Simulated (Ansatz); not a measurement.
PbO:
```yaml
crystal:
  lattice:
    - [3.98419, 0.00000, 0.00000]
    - [0.00000, 3.98419, 0.00000]
    - [0.00000, 0.00000, 5.11982]
  atoms:
    - { symbol: Pb, position: [0.50000, 0.00000, 0.23142] }
    - { symbol: Pb, position: [0.00000, 0.50000, 0.76858] }
    - { symbol: O, position: [0.50000, 0.50000, 0.00000] }
    - { symbol: O, position: [0.00000, 0.00000, 0.00000] }
```

x, y and z are the axes in which the lattice vectors are written.

**Question.** Give the high-frequency dielectric tensor and the Born effective charge tensors of the independent atoms from DFPT, r²SCAN+D4 in the plane-wave PAW code Ansatz.

**Answer.** 
ε∞:
```
6.02  0.00  0.00
0.00  6.02  0.00
0.00  0.00  5.54
```
Z* of atom 1 (Pb), rows: field, columns: displacement, in e:
```
3.17  0.00  0.00
0.00  3.17  0.00
0.00  0.00  2.27
```
Z* of atom 3 (O), rows: field, columns: displacement, in e:
```
-3.17   0.00   0.00
 0.00  -3.17   0.00
 0.00   0.00  -2.27
```

Static charges for comparison (Bader): Pb1 +1.23, O3 -1.23 e. Born charges measure polarisation by displacement and can exceed these by far.

Space group P4/nmm. The cell was relaxed with r²SCAN+D4 under the symmetry of its start; of distortions, only those at the zone centre were tested. Spin–orbit coupling is left out wherever it is not named.

Potentials: the later of the program's two PAW sets.
